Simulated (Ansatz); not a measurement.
**A plane-wave run on SnGe2**

input.yaml (Ansatz 0.2.0)

```yaml
crystal:
  lattice:
    - [5.24209, 0.0, 0.0]
    - [-2.621045, 4.539787, 0.0]
    - [0.0, 0.0, 7.302027]
  atoms:
    - { symbol: Sn, position: [0.5, 0.5, 0.1667] }
    - { symbol: Sn, position: [0.0, 0.5, 0.83337] }
    - { symbol: Sn, position: [0.5, 0.0, 0.50003] }
    - { symbol: Ge, position: [0.8382, 0.1618, 0.1667] }
    - { symbol: Ge, position: [0.6764, 0.8382, 0.83337] }
    - { symbol: Ge, position: [0.8382, 0.6764, 0.50003] }
    - { symbol: Ge, position: [0.1618, 0.8382, 0.1667] }
    - { symbol: Ge, position: [0.3236, 0.1618, 0.83337] }
    - { symbol: Ge, position: [0.1618, 0.3236, 0.50003] }
  symmetry: { tolerance: 0.0003 }
kpoints:
  mp_grid: { grid: [8, 8, 5], shift: [0, 0, 0] }
  band_path:
    path:
      - [0.0, 0.0, 0.0]
      - [0.5, 0.0, 0.0]
      - [0.33333333, 0.33333333, 0.0]
      - [0.0, 0.0, 0.0]
      - [0.0, 0.0, 0.5]
      - [0.5, 0.0, 0.5]
      - [0.33333333, 0.33333333, 0.5]
      - [0.0, 0.0, 0.5]
      - [0.5, 0.0, 0.5]
      - [0.5, 0.0, 0.0]
      - [0.33333333, 0.33333333, 0.5]
    npoints: 7
magnetization:
  spin_polarized: false
scf:
  occupations: { method: gaussian, width: 0.1097 }
  lower_state_search: "off"
  max_iter: 200
hamiltonian:
  pseudopotentials: { kind: paw }
  xc: pbesol
basis:
  ecutwfc: 420
  fft_grid_basis: typed
output:
  forces: true
  stress: true
  eigenvalues: true
  bader: true
  populations: true
  elf: true
  write_potential: true
  volumetric_format: npy
  dos:
    e_range: [-12, 8]
    de: 0.05
    projected: { site_lists: { Ge: [Ge], Sn: [Sn] } }
  write_density: true
checkpoint:
  read: saved_state
```

Command:

```sh
ansatz run input.yaml --threads 1 --pin off --max-ram 2560MiB --backend cpu --events-out ev --progress --plain --runs-dir out
```

The saved state is an earlier solution for the same cell, perhaps on another mesh. 

Excerpt of what it printed:

```
SCF iter   1: F=—  Δρ=2.29e-3  dr2=1.20e-2
SCF iter   2: F=—  Δρ=1.51e-3  dr2=5.48e-3
SCF iter   3: F=—  Δρ=1.82e-4  dr2=4.19e-5
SCF iter   4: F=—  Δρ=7.87e-5  dr2=1.00e-5
SCF iter   5: F=—  Δρ=2.68e-5  dr2=1.38e-6
SCF iter   6: F=-43367.8847 eV  Δρ=5.04e-6  dr2=6.50e-8
Free energy (F): -43367.8847 eV
Harris-Foulkes:  -43367.8847 eV  (|F-HF|=3.32e-8)
Internal energy: -43367.8589 eV  (E = F + TS)
E sigma→0 (E₀):  -43367.8718 eV
Entropy (-TS):   -0.0258 eV (-2.871 meV/atom)
Fermi energy:    12.6578 eV
--- Per-component energies (eV) ---
  E_band       = -726.8447
  E_kinetic    = 1237.5233
  E_local      = -14684.5299  (includes V_loc(G=0)·N_el)
  E_nonlocal   = 2409.6617
  E_hartree    = 6949.9970
  E_xc         = -1597.0409
  E_vxc        = -690.4591  (∫ρ·V_xc dr)
  E_paw        = -24045.7644  (= ΣΔE_a)
  E_vpaw       = -2899.0457  (= ΣTr[D̂ρ^β])
  E_aug_tail   = 0.0018  (compensation charges beyond the density's cutoff)
  E_ewald      = -13644.0696
  E_core_change = 6.3621  (= ΣΔE_core)
  E_smearing   = -0.0258  (= −TS)
--- Forces (eV/Å), atoms counted from 1 ---
  atom   1  Sn     0.0000     0.0000     0.0000
  atom   2  Sn     0.0000     0.0000     0.0000
  atom   3  Sn     0.0000     0.0000     0.0000
  atom   4  Ge     0.0492    -0.0284     0.0000
  atom   5  Ge     0.0492     0.0284     0.0000
  atom   6  Ge     0.0000     0.0568     0.0000
  atom   7  Ge    -0.0492     0.0284     0.0000
  atom   8  Ge    -0.0492    -0.0284     0.0000
  atom   9  Ge     0.0000    -0.0568     0.0000
--- Stress (GPa, compression-positive) ---
        6.5668       0.0000       0.0000
        0.0000       6.5668       0.0000
        0.0000       0.0000      10.7822
  P = ⅓ Tr σ = 7.9719 GPa (79.719 kbar)
--- Löwdin populations: 9 sites ---
  site symbol       q [e]
     0     Sn     13.7180
     1     Sn     13.7180
     2     Sn     13.7180
     3     Ge     14.0774
     4     Ge     14.0774
     5     Ge     14.0774
     6     Ge     14.0774
     7     Ge     14.0774
     8     Ge     14.0774
  spilling = 0.0030 (of n_electrons = 126.0000)
--- Bader charges: 9 sites ---
  site symbol  charge [e]  shift [e]
     0     Sn      0.2459     0.0000
     1     Sn      0.2459     0.0000
     2     Sn      0.2459     0.0000
     3     Ge     -0.1229     0.0000
     4     Ge     -0.1230     0.0000
     5     Ge     -0.1230     0.0000
     6     Ge     -0.1229     0.0000
     7     Ge     -0.1229     0.0000
     8     Ge     -0.1229     0.0000
```

Absolute energies hang on the potentials; compare differences alone.

Origin: a known structure type with other elements, at an estimated volume, so it need not be a known compound.

**Question.** What did the run cost?

**Answer.** Cost: 2.8 min on 1 thread of Arm Neoverse V1, on a shared host, peak memory 0.81 GiB (start from a saved density).
